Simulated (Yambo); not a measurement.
Ba$_{2}$CdB$_{2}$O$_{6}$ (space group C2/m, No. 12), G0W0@PBEsol in Yambo with this input:

```
rim_cut
gw0
dyson
el_el_corr
HF_and_locXC
ppa
em1d
RandQpts= 1000000
RandGvec= 1 Ry
EXXRLvcs= 102 Ry
VXCRLvcs= 408 Ry
Chimod= "HARTREE"
% BndsRnXp
 5 | 241 |
%
NGsBlkXp= 7 Ry
% LongDrXp
 1.0 | 1.0 | 1.0 |
%
PPAPntXp= 27.2114 eV
% GbndRnge
 1 | 241 |
%
GTermKind= "BG"
DysSolver= "n"
ExtendOut
```

On a 2×2×2 mesh, with wavefunctions cut at 102 Ry, the gap (Γ → Γ) is 4.859 eV and the valence edge shifts by -0.921 eV.

Task: What happens with this change: 6 Ry block?

Result: The gap falls by 0.043 eV, to 4.816 eV; the shift of the valence edge becomes -0.894 eV. Neither run is shown to be the converged limit.

Spin-orbit coupling is not included.

Geometry of the Materials Project entry, not relaxed at this level; primitive cell a = b = 5.597 Å, c = 6.767 Å, α = β = 114.23°, γ = 57.73°.

The structure is a Materials Project entry; no match was found in the copy of COD used, and its stability was not checked.

A shift is the quasiparticle energy of the state minus its PBEsol energy.
